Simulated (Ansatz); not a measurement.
MoPt3:
```cif
data_MoPt3
_chemical_formula_sum 'Mo1 Pt3'
_space_group_name_H-M_alt 'P 1'
_space_group_IT_number 1
_cell_length_a 2.74001
_cell_length_b 4.47769
_cell_length_c 4.80144
_cell_angle_alpha 90.000
_cell_angle_beta 90.000
_cell_angle_gamma 90.000
loop_
_space_group_symop_operation_xyz
  'x, y, z'
loop_
_atom_site_label
_atom_site_type_symbol
_atom_site_fract_x
_atom_site_fract_y
_atom_site_fract_z
_atom_site_occupancy
Mo1 Mo 0.00000 0.00000 0.15860 1
Pt1 Pt 0.50000 0.50000 0.33854 1
Pt2 Pt 0.50000 0.00000 0.65692 1
Pt3 Pt 0.00000 0.50000 0.84595 1
```

Relaxed with LDA.

Q: Which orbitals make up the states near the Fermi level in LDA in the plane-wave PAW code Ansatz?

A: Within 0.5 eV of the Fermi level: Pt 5d 59 %, Mo 4d 32 %. Projections are on Löwdin-orthogonalised atomic valence shells; empty p or d shells of many metals are not among them.

Q: Tabulate the density of states.

A: States/eV per cell of 4 atoms, in 0.25 eV bins, energy from the Fermi level.

| E (eV) | total | Pt 5d | Mo 4d | Pt 6s |
|---|---|---|---|---|
| -7.85 | 0.70 | 0.13 | 0.04 | 0.44 |
| -7.60 | 1.37 | 0.47 | 0.13 | 0.64 |
| -7.35 | 3.37 | 1.83 | 0.37 | 1.01 |
| -7.10 | 3.07 | 1.86 | 0.33 | 0.75 |
| -6.85 | 3.62 | 2.34 | 0.44 | 0.68 |
| -6.60 | 4.79 | 3.47 | 0.57 | 0.56 |
| -6.35 | 5.14 | 3.99 | 0.60 | 0.34 |
| -6.10 | 4.71 | 3.68 | 0.53 | 0.24 |
| -5.85 | 5.06 | 4.07 | 0.55 | 0.25 |
| -5.60 | 6.25 | 5.11 | 0.63 | 0.32 |
| -5.35 | 4.15 | 3.47 | 0.41 | 0.13 |
| -5.10 | 5.24 | 4.38 | 0.56 | 0.13 |
| -4.85 | 5.68 | 4.69 | 0.64 | 0.18 |
| -4.60 | 4.00 | 3.36 | 0.36 | 0.16 |
| -4.35 | 5.69 | 4.86 | 0.47 | 0.19 |
| -4.10 | 5.70 | 4.76 | 0.56 | 0.21 |
| -3.85 | 5.79 | 4.79 | 0.60 | 0.22 |
| -3.60 | 6.55 | 5.44 | 0.70 | 0.22 |
| -3.35 | 5.55 | 4.63 | 0.56 | 0.19 |
| -3.10 | 5.87 | 4.72 | 0.79 | 0.18 |
| -2.85 | 5.57 | 4.24 | 0.95 | 0.19 |
| -2.60 | 4.87 | 3.58 | 0.97 | 0.14 |
| -2.35 | 4.52 | 3.12 | 1.01 | 0.15 |
| -2.10 | 4.64 | 3.19 | 1.03 | 0.15 |
| -1.85 | 4.94 | 3.43 | 1.10 | 0.14 |
| -1.60 | 3.31 | 2.17 | 0.80 | 0.11 |
| -1.35 | 2.67 | 1.79 | 0.62 | 0.09 |
| -1.10 | 3.01 | 2.12 | 0.64 | 0.09 |
| -0.85 | 3.56 | 2.62 | 0.69 | 0.12 |
| -0.60 | 3.60 | 2.49 | 0.82 | 0.13 |
| -0.35 | 4.05 | 2.68 | 1.02 | 0.17 |
| -0.10 | 4.26 | 2.52 | 1.32 | 0.17 |
| 0.15 | 3.48 | 1.89 | 1.28 | 0.12 |
| 0.40 | 3.17 | 1.62 | 1.27 | 0.10 |
| 0.65 | 3.88 | 1.71 | 1.83 | 0.13 |
| 0.90 | 2.40 | 0.90 | 1.26 | 0.10 |
| 1.15 | 4.40 | 1.42 | 2.59 | 0.22 |
| 1.40 | 3.68 | 1.04 | 2.26 | 0.20 |
| 1.65 | 2.61 | 0.65 | 1.55 | 0.21 |
| 1.90 | 2.66 | 0.64 | 1.39 | 0.36 |
| 2.15 | 2.25 | 0.51 | 1.12 | 0.35 |
| 2.40 | 1.61 | 0.34 | 0.71 | 0.31 |
| 2.65 | 1.31 | 0.25 | 0.48 | 0.29 |
| 2.90 | 1.21 | 0.22 | 0.37 | 0.31 |
| 3.15 | 1.15 | 0.19 | 0.29 | 0.33 |
| 3.40 | 1.07 | 0.16 | 0.24 | 0.32 |
| 3.65 | 1.07 | 0.14 | 0.22 | 0.33 |
| 3.90 | 1.12 | 0.13 | 0.21 | 0.37 |
| 4.15 | 1.21 | 0.12 | 0.23 | 0.43 |
| 4.40 | 0.95 | 0.09 | 0.13 | 0.30 |
| 4.65 | 0.96 | 0.08 | 0.12 | 0.29 |

Space group Pmm2. The first step of the workflow began from a Materials Project structure, measured or hypothetical; the Crystallography Open Database copy checked does not list it. With Mo and Pt taken as one species the cell has the higher symmetry P6_3/mmc, so it may be an ordered model of a mixed-site phase. Whether it is the stable phase at ambient conditions was not checked. The cell was relaxed with LDA under the symmetry of its start; its stability against distortions is not shown here. The run is not spin-polarised. Spin–orbit coupling is left out wherever it is not named.

Potentials: the later of the program's two PAW sets.
